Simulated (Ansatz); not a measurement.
**ZnCu2SnSe4 (space group I-42m), energy against volume**

ZnCu2SnSe4 (space group I-42m)

```yaml
crystal:
  lattice:
    - [-2.84489, 2.84489, 5.70814]
    - [2.84489, -2.84489, 5.70814]
    - [2.84489, 2.84489, -5.70814]
  atoms:
    - { symbol: Zn, position: [0.00000, 0.00000, 0.00000] }
    - { symbol: Cu, position: [0.75000, 0.25000, 0.50000] }
    - { symbol: Cu, position: [0.25000, 0.75000, 0.50000] }
    - { symbol: Sn, position: [0.50000, 0.50000, 0.00000] }
    - { symbol: Se, position: [0.62462, 0.62462, 0.51771] }
    - { symbol: Se, position: [0.37538, 0.89309, 0.00000] }
    - { symbol: Se, position: [0.10691, 0.10691, 0.48229] }
    - { symbol: Se, position: [0.89309, 0.37538, 0.00000] }
```

This relaxed cell (volume V₀) is scaled evenly in all directions, its shape held. The atoms relax within the cell's symmetry.

Calculation: r2SCAN (plane waves to 500 eV, PAW, scalar-relativistic; Ansatz, a quantum-chemistry and plane-wave program). k mesh 8×8×8 (Γ-centred), Fermi-Dirac smearing 0.05 eV. Energies are smeared free energies. Stress and pressure are positive under compression. With the shape held, the modulus is that of even scaling; a crystal free to change shape is softer. At this level the bands of ZnCu2SnSe4 touch or barely overlap. ZnCu2SnSe4 is run without spin polarisation. ZnCu2SnSe4 was relaxed with its symmetry unable to fall. ΔE is measured from the relaxed starting cell.

```tsv
V (Å³/atom)	ΔE (meV/atom)	P (GPa)
19.403	166	17.0
20.142	99	12.2
20.882	52	8.3
21.621	22	5.0
22.360	5	2.3
23.099	0	0.0
23.838	4	-1.9
24.577	17	-3.4
25.317	36	-4.7
26.056	60	-5.8
26.795	89	-6.7
```

Summary:

```
Item                                                                           Value
---------------------------------------------------------------------  -------------
Pressure at the smallest volume                                             17.0 GPa
Energy cost of the largest compression                                  166 meV/atom
Energy cost of the largest expansion                                     89 meV/atom
Bulk modulus at fixed cell shape B₀ (third-order Birch-Murnaghan fit)       64.2 GPa
Pressure derivative B₀′ (fit)                                                    4.8
Equilibrium volume of the fit                                          23.10 Å³/atom
Pressure for 5 % compression (fit)                                           3.7 GPa
```

(Under strain, the slope of the energy per volume gives the stress and its curvature an elastic modulus.)
